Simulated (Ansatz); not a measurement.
Consider the following.

GaN:
```cif
data_Ga4N4
_chemical_formula_sum 'Ga4 N4'
_space_group_name_H-M_alt 'P42/mnm'
_space_group_IT_number 136
_space_group_name_Hall '-P 4n 2n'
_cell_length_a 5.47050
_cell_length_b 5.47050
_cell_length_c 3.18330
_cell_angle_alpha 90.000
_cell_angle_beta 90.000
_cell_angle_gamma 90.000
loop_
_atom_site_label
_atom_site_type_symbol
_atom_site_symmetry_multiplicity
_atom_site_Wyckoff_symbol
_atom_site_fract_x
_atom_site_fract_y
_atom_site_fract_z
_atom_site_occupancy
Ga1 Ga 4 g 0.17940 0.17940 0.50000 1
N1 N 4 f 0.31751 0.31751 0.00000 1
```

This is the PBEsol-relaxed structure.

Task: All from plane-wave PAW PBEsol (Ansatz code), unless another level is named. Estimate the Born charges (a third of the trace).

Result: Ga +2.63, N -2.63 e.

Task: Predict the static dielectric constant ε0 (ions relaxed, cell fixed).

Result: 10.7 (xx = yy), 8.94 (zz).

Task: Give the electronic dielectric constant ε∞ (DFPT).

Result: 5.73 (xx = yy), 5.70 (zz).

Space group P4_2/mnm. The start of the workflow was typed in or built on a structure type; neither database checked (COD, Materials Project) lists it. It is not the phase usual at ambient conditions (space group No. 186, 216). The cell was relaxed with PBEsol under the symmetry of its start; its stability against distortions is not shown here. Scalar-relativistic: spin–orbit coupling is off unless named, which matters more the heavier the elements.

Potentials: the earlier of the program's two PAW sets. The files were generated under PBE; for other functionals the program regenerates the frozen cores, and for LDA and PBEsol the local potential too.
